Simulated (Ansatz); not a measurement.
Input and command of a plane-wave DFT calculation in Ansatz:

```yaml
crystal:
  lattice:
    - [5.1306401115, 0.0, 0.0]
    - [-2.5653200557, 4.4432646742, 0.0]
    - [0.0, 0.0, 7.4949463]
  atoms:
    - { symbol: Ta, position: [0.0, 0.0, 0.5], spin: 1.0 }
    - { symbol: Hg, position: [0.66666667, 0.33333333, 0.0] }
    - { symbol: Hg, position: [0.33333333, 0.66666667, 0.0] }
    - { symbol: Hg, position: [0.0, 0.0, 0.0] }
    - { symbol: F, position: [0.30078498, 0.30078498, 0.34833091] }
    - { symbol: F, position: [0.69921502, 0.69921502, 0.65166909] }
    - { symbol: F, position: [0.69921502, 0.0, 0.34833091] }
    - { symbol: F, position: [0.30078498, 0.0, 0.65166909] }
    - { symbol: F, position: [0.0, 0.69921502, 0.34833091] }
    - { symbol: F, position: [0.0, 0.30078498, 0.65166909] }
basis:
  ecutwfc: 500
kpoints:
  mp_grid: { grid: [6, 6, 4] }
hamiltonian:
  xc: r2scan
scf:
  occupations: { method: gaussian, width: 0.1 }
  lower_state_search: "off"
output:
  forces: true
  stress: true
  eigenvalues: true
  populations: true
magnetization:
  spin_polarized: true
```

```bash
ansatz run input.yaml --threads 2 --pin off --max-ram 5120MiB --backend cpu --events-out ev --progress --plain --runs-dir out
```

Processor: Arm Neoverse V1, 2 threads, on a host shared with other jobs.

How long does it run, and how much memory does it take?

About 97 s on 2 threads of Arm Neoverse V1 (shared host), peak memory 1.2 GiB. It solves 70 bands at 24 k points (the mesh reduced by the symmetry that the task leaves, which can be less than the crystal's) with about 4347 plane waves, in 23 SCF iterations.
